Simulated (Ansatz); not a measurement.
Ti$_{2}$C:
```
CELL_PARAMETERS angstrom
      0.00000     4.31000     4.31000
      4.31000     0.00000     4.31000
      4.31000     4.31000     0.00000
ATOMIC_POSITIONS crystal
  Ti 0.35603 0.88132 0.88132
  Ti 0.36868 0.36868 0.89397
  Ti 0.88132 0.35603 0.88132
  Ti 0.36868 0.36868 0.36868
  Ti 0.88132 0.88132 0.88132
  Ti 0.36868 0.89397 0.36868
  Ti 0.88132 0.88132 0.35603
  Ti 0.89397 0.36868 0.36868
  C  0.12500 0.12500 0.12500
  C  0.62500 0.12500 0.12500
  C  0.12500 0.12500 0.62500
  C  0.12500 0.62500 0.12500
```

Relaxed with r²SCAN.

Tabulate the valence density and the electron localisation function along the shortest Ti–Ti contact (2.89 Å), r²SCAN in the plane-wave PAW code Ansatz.



```
distance from Ti (Å)  density (e/Å³)   ELF
--------------------  --------------  ----
0.29                            8.84  0.27
0.43                            6.60  0.57
0.58                            3.85  0.64
0.72                            1.72  0.49
0.87                            0.68  0.22
1.01                            0.35  0.10
1.16                            0.26  0.10
1.30                            0.24  0.16
1.45                            0.23  0.19
1.59                            0.24  0.16
1.74                            0.26  0.10
1.88                            0.35  0.10
2.03                            0.68  0.22
2.17                            1.72  0.49
2.31                            3.85  0.64
2.46                            6.60  0.57
2.60                            8.84  0.27
```

The density is the valence pseudo-density with augmentation charge, so density and ELF within about 1 Å of a nucleus are not all-electron values.

Space group Fd-3m. The first step of the workflow began from a Materials Project structure, measured or hypothetical; the Crystallography Open Database copy checked does not list it. Its standing as an ambient phase is unchecked. The r²SCAN relaxation kept the symmetry of its start; of distortions, only those at the zone centre were tested. No spin polarisation was allowed.

Potentials: the later of the program's two PAW sets.
